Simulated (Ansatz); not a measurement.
NbSnS:
```cif
data_Nb2S2Sn2
_chemical_formula_sum 'Nb2 Sn2 S2'
_space_group_name_H-M_alt 'P4/nmm :1'
_space_group_IT_number 129
_space_group_name_Hall 'P 4ab 2ab -1ab'
_cell_length_a 3.87989
_cell_length_b 3.87989
_cell_length_c 7.75276
_cell_angle_alpha 90.000
_cell_angle_beta 90.000
_cell_angle_gamma 90.000
loop_
_space_group_symop_operation_xyz
  'x, y, z'
  '-y+1/2, x+1/2, z'
  '-x, -y, z'
  'y+1/2, -x+1/2, z'
  'x+1/2, -y+1/2, -z'
  '-y, -x, -z'
  '-x+1/2, y+1/2, -z'
  'y, x, -z'
  '-x+1/2, -y+1/2, -z'
  'y, -x, -z'
  'x+1/2, y+1/2, -z'
  '-y, x, -z'
  '-x, y, z'
  'y+1/2, x+1/2, z'
  'x, -y, z'
  '-y+1/2, -x+1/2, z'
loop_
_atom_site_label
_atom_site_type_symbol
_atom_site_symmetry_multiplicity
_atom_site_Wyckoff_symbol
_atom_site_fract_x
_atom_site_fract_y
_atom_site_fract_z
_atom_site_occupancy
Nb1 Nb 2 c 0.50000 0.00000 0.29223 1
Sn1 Sn 2 a 0.00000 0.00000 0.00000 1
S1 S 2 c 0.00000 0.50000 0.37764 1
```

Relaxed at zero pressure with the program Ansatz at the PBE level (PAW).

Problem. The volume is lowered by 3 % and shape and atoms relax at that volume. What pressure results, and how do the axes share the change?

Solution. 3.6 GPa; a -1.1 %, b -1.1 %, c -0.8 %; the energy rises by 6 meV/atom.

Problem. Give the new structure.

Solution. 
Space group P4/nmm, origin choice 1 (No. 129); a = b = 3.8375 Å, c = 7.6874 Å, α = β = γ = 90.00°

| atom | site | symmetry | x | y | z |
|---|---|---|---|---|---|
| Nb | 2c | 4mm | 0.5000 | 0.0000 | 0.2928 |
| Sn | 2a | -4m2 | 0.0000 | 0.0000 | 0.0000 |
| S | 2c | 4mm | 0.0000 | 0.5000 | 0.3765 |

The phase is kept; no other phase was compared at this pressure.

The start of the workflow was typed in or built on a structure type; neither database checked (COD, Materials Project) lists it. Whether it is the stable phase at ambient conditions was not checked. Symmetry was held in the PBE relaxation; whether a distortion lowers the energy is not shown. The workflow began spin-polarised and lost its moments. Spin–orbit coupling is left out wherever it is not named.

Potentials: the earlier of the program's two PAW sets.
